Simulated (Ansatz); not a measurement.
Relaxed-ion elastic tensor of InP in space group P6_422 (No. 181; In on 3c, P on 3d) in GPa (Voigt order), r²SCAN in the plane-wave PAW code Ansatz; density 5.24 g/cm³, 23.11 Å³ per atom.

|  | 1 | 2 | 3 | 4 | 5 | 6 |
|---|---|---|---|---|---|---|
| 1 | 123 | 41.5 | 52.4 | 0.0 | 0.0 | 0.0 |
| 2 | 41.5 | 123 | 52.4 | 0.0 | 0.0 | 0.0 |
| 3 | 52.4 | 52.4 | 133 | 0.0 | 0.0 | 0.0 |
| 4 | 0.0 | 0.0 | 0.0 | 45.1 | 0.0 | 0.0 |
| 5 | 0.0 | 0.0 | 0.0 | 0.0 | 45.1 | 0.0 |
| 6 | 0.0 | 0.0 | 0.0 | 0.0 | 0.0 | 40.6 |

### Question
Is the crystal mechanically stable?

### Answer
Yes: the smallest eigenvalue of C is 40.6 GPa.

### Question
Work out the Voigt, Reuss and Hill averages.

### Answer
K_V = 74.6, K_R = 74.2, K_H = 74.4; G_V = 41.7, G_R = 41.4, G_H = 41.5 GPa.

### Question
Give Young's modulus, Poisson's ratio, Pugh's ratio and the universal anisotropy index.

### Answer
E = 9KG/(3K + G) = 105 GPa; ν = 0.26; K/G = 1.79 (near the Pugh limit of 1.75, no verdict); A_U = 5G_V/G_R + K_V/K_R − 6 = 0.04.

### Question
Estimate the sound speeds and the Debye temperature.

### Answer
v_l = √((K + 4G/3)/ρ) = 4980 m/s, v_t = √(G/ρ) = 2820 m/s, mean 3130 m/s; Θ = (h/k)(3n/4πV)^(1/3) v_m = 327 K.

### Question
Solve the Christoffel equation for the three sound speeds along x, y, z.

### Answer
Eigenvalues of C_ijkl n_j n_l equal ρv² (piezoelectric stiffening left out). In km/s, slowest first: x 2.79, 2.93, 4.84; y 2.79, 2.93, 4.84; z 2.93, 2.93, 5.05.

### Question
How much does each axis shrink under pressure?

### Answer
Linear compressibilities β_i = Σ_j S_ij (j = 1 to 3): x 4.9, y 4.9, z 3.6 per TPa.

The start of the workflow was typed in or built on a structure type; neither database checked (COD, Materials Project) lists it. It is not the phase usual at ambient conditions (space group No. 216). The r²SCAN relaxation kept the symmetry of its start; whether a distortion lowers the energy is not shown.

Potentials: the later of the program's two PAW sets.
